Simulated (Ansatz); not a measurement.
Relaxed-ion elastic tensor of BeS (wurtzite, space group No. 186) in GPa (Voigt order), r²SCAN in the plane-wave PAW code Ansatz; density 2.36 g/cm³, 14.45 Å³ per atom.

```json
[
 {"": "1", "1": "196", "2": "55.5", "3": "36.2", "4": "0.0", "5": "0.0", "6": "0.0"},
 {"": "2", "1": "55.5", "2": "196", "3": "36.2", "4": "0.0", "5": "0.0", "6": "0.0"},
 {"": "3", "1": "36.2", "2": "36.2", "3": "226", "4": "0.0", "5": "0.0", "6": "0.0"},
 {"": "4", "1": "0.0", "2": "0.0", "3": "0.0", "4": "58.2", "5": "0.0", "6": "0.0"},
 {"": "5", "1": "0.0", "2": "0.0", "3": "0.0", "4": "0.0", "5": "58.2", "6": "0.0"},
 {"": "6", "1": "0.0", "2": "0.0", "3": "0.0", "4": "0.0", "5": "0.0", "6": "70.3"}
]
```

Problem. Is the crystal mechanically stable?

Solution. Yes: the smallest eigenvalue of C is 58.2 GPa.

Problem. Work out the Voigt, Reuss and Hill averages.

Solution. K_V = 97.1, K_R = 97.1, K_H = 97.1; G_V = 70.0, G_R = 67.9, G_H = 69.0 GPa.

Problem. Give Young's modulus, Poisson's ratio, Pugh's ratio and the universal anisotropy index.

Solution. E = 9KG/(3K + G) = 167 GPa; ν = 0.21; K/G = 1.41 (brittle by the Pugh limit of 1.75); A_U = 5G_V/G_R + K_V/K_R − 6 = 0.15.

Problem. Estimate the sound speeds and the Debye temperature.

Solution. v_l = √((K + 4G/3)/ρ) = 8950 m/s, v_t = √(G/ρ) = 5410 m/s, mean 5980 m/s; Θ = (h/k)(3n/4πV)^(1/3) v_m = 731 K.

Problem. Solve the Christoffel equation for the three sound speeds along x, y, z.

Solution. Eigenvalues of C_ijkl n_j n_l equal ρv² (piezoelectric stiffening left out). In km/s, slowest first: x 4.96, 5.46, 9.12; y 4.96, 5.46, 9.12; z 4.96, 4.96, 9.79.

Problem. How much does each axis shrink under pressure?

Solution. Linear compressibilities β_i = Σ_j S_ij (j = 1 to 3): x 3.5, y 3.5, z 3.3 per TPa.

Space group P6_3mc (wurtzite). The start of the workflow was typed in or built on a structure type; neither database checked (COD, Materials Project) lists it. COD files the formula under space group No. 216, so this cell is another polymorph or a model. Whether it is the stable phase at ambient conditions was not checked. The r²SCAN relaxation kept the symmetry of its start; whether a distortion lowers the energy is not shown.

Potentials: the earlier of the program's two PAW sets.
